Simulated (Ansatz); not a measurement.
Al3NiPd2: rattling a relaxed structure

The cell was found from a structure generator's guess, not taken from experiment.

All numbers below come from DFT PBE, scalar-relativistic, plane waves, PAW (Ansatz 0.2.0). Cutoff 420 eV; k points 12×12×8 on the computed 6-atom cell (Γ-centred); Gaussian smearing, width 0.10 eV; no spin polarisation.

The cell below (6 atoms, space group P-3m1 (No. 164)) is relaxed within its symmetry.

```xyz
6
Lattice="4.2711 0.0000 0.0000 -2.1355 3.6989 0.0000 0.0000 0.0000 5.2430" Properties=species:S:1:pos:R:3 pbc="T T T"
Al    2.1355    1.2330    4.4259
Al    0.0000    2.4659    0.8171
Al    0.0000    0.0000    2.6215
Ni    0.0000    0.0000    0.0000
Pd    0.0000    2.4659    3.5000
Pd    2.1355    1.2330    1.7430
```

For the test a repeat of it with 12 atoms (edges 4.27, 5.24, 7.40 Å) was strained at random (σ = 1.5 % a component), the atoms were moved at random (σ = 0.05 Å), and all was relaxed again on a coarse 6×4×4 mesh (in the run’s order of axes) with 0.20 eV smearing, with no symmetry imposed.

Trial moments died out on the coarse mesh, so the last step has no spin; another magnetic start might hold.

Q: What happens?

A: It returns, within 1 meV/atom of the unmoved cell on that mesh and with the same symmetry when read at 0.1 Å (C2/m at 0.01 Å, so small strains and shifts remain). So it is stable against the distortions that fit this cell and that this random move excites. Modes that don't fit the cell aren't tested.
